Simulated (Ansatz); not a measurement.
**Cr2O3 — field gradients at the nuclei**

The cell is an entry of the Crystallography Open Database (COD) whose atoms were relaxed with PBE, the cell held.

```
Cr O
1.0
     2.47850    1.43096    4.53077
    -2.47850    1.43096    4.53077
     0.00000   -2.86193    4.53077
Cr O
4 6
Direct
  0.34981 0.34981 0.34981
  0.15019 0.15019 0.15019
  0.65019 0.65019 0.65019
  0.84981 0.84981 0.84981
  0.55274 0.94726 0.25000
  0.25000 0.55274 0.94726
  0.94726 0.25000 0.55274
  0.44726 0.05274 0.75000
  0.75000 0.44726 0.05274
  0.05274 0.75000 0.44726
```

Atoms are numbered from 1 in the order listed; like atoms form one site, named after its first atom.

Computed with Ansatz: DFT, PBE, plane waves and PAW, scalar-relativistic, collinear spin, 420 eV cutoff, Γ-centred 6×6×6 k-points, Fermi–Dirac smearing 0.02 eV. Start moments as typed (μB): -3 3 3 -3 0 0 0 0 0 0 by atom.

Conventions: |V_zz| ≥ |V_yy| ≥ |V_xx|, η = (V_xx − V_yy)/V_zz, C_Q = eQV_zz/h.

Cr-53: I = 3/2, Q = -150.0 mb; ¹⁷O: I = 5/2, Q = -25.58 mb. Quadrupole moments are those of Pyykkö's year-2017 table.

Q: What field gradients does the calculation give at each kind of site?

A: 

```csv
site,atoms (order as listed),first shell,V_zz (10²¹ V/m²),η,C_Q (MHz)
Cr,"1, 2, 3, 4",6 O at 1.96–2.02 Å,-0.047,0.00,0.171
O,"5, 6, 7, 8, 9, 10",4 Cr at 1.96–2.02 Å,-3.54,0.37,2.19
```

An axis of threefold or higher order runs through Cr, so V_zz lies along it and η is zero.

The largest force is 0.5 eV/Å, so the atoms aren't at the calculated equilibrium and relaxing them would move these values. The magnetic order is the one that the run reached from its start moments, not necessarily the measured one.

Hardware: 1 thread of Arm Neoverse V2 (aarch64; 32 cores open to the job, memory cap 3.0 GiB, no GPU), a shared host with a load of 0.7 a core. Wall time 77 s, CPU time 76 s, peak memory 0.58 GiB.
